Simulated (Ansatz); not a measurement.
Structure: BN in the 4H polytype structure, at its r2SCAN minimum. The symmetry is P6_3mc (No. 186, hexagonal); conventional cell a = 2.548 Å, c = 8.375 Å, 5.89 Å³ an atom. B has 4 N at 1.56 Å; B has 4 N at 1.56–1.58 Å; N has 4 B at 1.56 Å; N has 4 B at 1.56–1.58 Å.

```xyz
8
Lattice="2.5480 0.0000 0.0000 -1.2740 2.2066 0.0000 0.0000 0.0000 8.3754" Properties=species:S:1:pos:R:3 pbc="T T T"
B     0.0000    0.0000    0.0033
B     0.0000    1.4711    2.0912
B     0.0000    0.0000    4.1909
B     1.2740    0.7355    6.2789
N     0.0000    0.0000    1.5661
N     0.0000    1.4711    3.6678
N     0.0000    0.0000    5.7538
N     1.2740    0.7355    7.8555
```

4 runs of Ansatz 0.2.0 on this cell differ in the functional (and in the settings that go with it). Levels are in eV from each run's valence top; v1 is the last filled band, c1 the first empty one.

Run A, mean stress -4.3 GPa (compression positive):
```
point     v4     v3     v2     v1     c1     c2
    Γ  -1.20  -0.12   0.00   0.00  11.12  11.12
    M  -4.01  -3.81  -2.82  -2.21   7.68   8.07
    K  -5.88  -4.56  -4.56  -3.22   9.86   9.86
```

Run B, mean stress -9.3 GPa (compression positive):
```
point     v4     v3     v2     v1    c1    c2
    Γ  -1.11  -0.13   0.00   0.00  8.49  8.49
    M  -3.71  -3.51  -2.63  -2.04  5.42  5.80
    K  -5.41  -4.26  -4.26  -2.97  7.42  7.42
```

Run C, mean stress 0.0 GPa (compression positive):
```
point     v4     v3     v2     v1    c1    c2
    Γ  -1.14  -0.13   0.00   0.00  9.35  9.35
    M  -3.83  -3.65  -2.70  -2.11  6.08  6.46
    K  -5.61  -4.36  -4.36  -3.08  8.25  8.25
```

Run D, mean stress -3.2 GPa (compression positive):
```
point     v4     v3     v2     v1     c1     c2
    Γ  -1.18  -0.12   0.00   0.00  10.78  10.78
    M  -3.97  -3.77  -2.80  -2.19   7.38   7.78
    K  -5.82  -4.52  -4.52  -3.18   9.56   9.56
```

Task: Match the runs to LDA, r2SCAN, DDH-PBE0, PBE0.

Result: A is PBE0, B is LDA, C is r2SCAN, D is DDH-PBE0. In order of the gap: LDA 5.42, r2SCAN 6.08, DDH-PBE0 7.38, PBE0 7.68 eV. The stress vanishes for r2SCAN, which relaxed the cell.

Note: simulated data, non-magnetic, for a generated structure that need not be the stable one.

The stress of a hybrid is loosely converged in these runs.

The meshes of the hybrids are coarse, so their gaps aren't converged to the digits shown.
